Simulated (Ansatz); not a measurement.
Starting cell, SiO$_{2}$ (rutile):

```yaml
crystal:
  lattice:
    - [8.47232, 0.00000, 0.00000]
    - [0.00000, 4.23616, 0.00000]
    - [0.00000, 0.00000, 2.69045]
  atoms:
    - { symbol: Si, position: [0.25000, 0.50000, 0.50000] }
    - { symbol: Si, position: [0.75000, 0.50000, 0.50000] }
    - { symbol: Si, position: [0.00000, 0.00000, 0.00000] }
    - { symbol: Si, position: [0.50000, 0.00000, 0.00000] }
    - { symbol: O, position: [0.40349, 0.80699, 0.50000] }
    - { symbol: O, position: [0.90349, 0.80699, 0.50000] }
    - { symbol: O, position: [0.15349, 0.69301, 0.00000] }
    - { symbol: O, position: [0.65349, 0.69301, 0.00000] }
    - { symbol: O, position: [0.34651, 0.30699, 0.00000] }
    - { symbol: O, position: [0.84651, 0.30699, 0.00000] }
    - { symbol: O, position: [0.09651, 0.19301, 0.50000] }
    - { symbol: O, position: [0.59651, 0.19301, 0.50000] }
```

A phonon eigenvector at X = (0.5, 0.0, 0.0) is frozen into this cell: atom i moves by Q times the vector below, so Q is the largest atomic displacement, in Å. The cell is held. It is one choice among 2 degenerate patterns. (q is in reciprocal vectors of the primitive cell; the cell shown is doubled to hold the pattern.)

```csv
atom,x,y,z
Si3,0.959,0.237,0.000
Si4,-0.959,-0.237,0.000
O5,0.711,0.584,0.000
O6,-0.711,-0.584,0.000
O7,-0.781,0.624,0.000
O8,0.781,-0.624,0.000
O9,0.781,-0.624,0.000
O10,-0.781,0.624,0.000
O11,-0.711,-0.584,0.000
O12,0.711,0.584,0.000
```

Atoms not listed stay in place.

Calculation: PBE (plane waves to 420 eV, PAW, scalar-relativistic; Ansatz, an electronic-structure program). k mesh 4×8×12 (Γ-centred), Fermi-Dirac smearing 0.05 eV. As the smearing reaches across the gap at some points, energies and forces of such displacements shift with the k mesh and the smearing. SiO2 was relaxed with its symmetry unable to fall. 

| Q (Å) | −dE/dQ from forces (eV/Å) |
|---|---|
| -0.280 | 126.206 |
| -0.233 | 112.342 |
| -0.187 | 98.886 |
| -0.140 | 79.027 |
| -0.093 | 53.379 |
| -0.047 | 26.776 |
| 0.000 | 0.000 |
| 0.047 | -26.776 |
| 0.093 | -53.379 |
| 0.140 | -79.027 |
| 0.187 | -98.886 |
| 0.233 | -112.342 |
| 0.280 | -126.206 |

Q: What harmonic wavenumber does the curvature at Q = 0 give?

A: 950 cm⁻¹. E″ = 574.36 eV/Å², M = Σ mᵢ|uᵢ|² = 173.0 u, ν̃ = 521.5·√(|E″|/M).

(A displaced cell: forces are minus the slopes of the energy, force constants its curvatures, and phonons follow from these.)
